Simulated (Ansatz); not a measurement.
CuI:
```
CuI
1.0
    0.00000     3.01145     3.01145
    3.01145     0.00000     3.01145
    3.01145     3.01145     0.00000
I Cu
1 1
Direct
  0.75000   0.75000   0.75000
  0.00000   0.00000   0.00000
```

This is the r²SCAN-relaxed structure.

### Question
All from the program Ansatz at the r²SCAN level (PAW), unless another level is named. Give the Debye temperature from the elastic constants.

### Answer
183 K.

### Question
And the highest zone-centre frequency (without LO–TO term)?

### Answer
130 cm^-1.

### Question
And the zero-point energy?

### Answer
18.8 meV/atom.

### Question
And the elastic constants (relaxed ions, GPa)?

### Answer
C11 = 55.9, C12 = 37.7, C44 = 22.8.

Space group F-43m (zinc blende). The cell was relaxed with r²SCAN under the symmetry of its start; phonons on a q-mesh show no instability. The run is not spin-polarised. Scalar-relativistic: spin–orbit coupling is off unless named, which matters more the heavier the elements.

Potentials: the later of the program's two PAW sets.
